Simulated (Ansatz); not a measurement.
ZnAg:
Space group Pm-3m (No. 221); a = 3.1409 Å, b = 3.1409 Å, c = 3.1409 Å, α = 90.00°, β = 90.00°, γ = 90.00°

```tsv
atom	site	symmetry	x	y	z
Ag	1a	m-3m	0.0000	0.0000	0.0000
Zn	1b	m-3m	0.5000	0.5000	0.5000
```

Relaxed with r²SCAN.

Q: Tabulate the valence density and the electron localisation function along the shortest Ag–Ag contact (3.14 Å), plane-wave PAW r²SCAN (Ansatz code).

A: 

| distance from Ag (Å) | density (e/Å³) | ELF |
|---|---|---|
| 0.31 | 14.83 | 0.74 |
| 0.47 | 9.59 | 0.64 |
| 0.63 | 5.11 | 0.55 |
| 0.79 | 2.19 | 0.44 |
| 0.94 | 0.85 | 0.30 |
| 1.10 | 0.41 | 0.20 |
| 1.26 | 0.24 | 0.17 |
| 1.41 | 0.18 | 0.17 |
| 1.57 | 0.17 | 0.17 |
| 1.73 | 0.18 | 0.17 |
| 1.88 | 0.24 | 0.17 |
| 2.04 | 0.41 | 0.20 |
| 2.20 | 0.85 | 0.30 |
| 2.36 | 2.19 | 0.44 |
| 2.51 | 5.11 | 0.55 |
| 2.67 | 9.59 | 0.64 |
| 2.83 | 14.83 | 0.74 |

The density is the valence pseudo-density with augmentation charge, so density and ELF within about 1 Å of a nucleus are not all-electron values.

The workflow started from an entry of the Crystallography Open Database (COD). Whether it is the stable phase at ambient conditions was not checked. The r²SCAN relaxation kept the symmetry of its start; whether a distortion lowers the energy is not shown. No spin polarisation was allowed.

Potentials: the later of the program's two PAW sets.
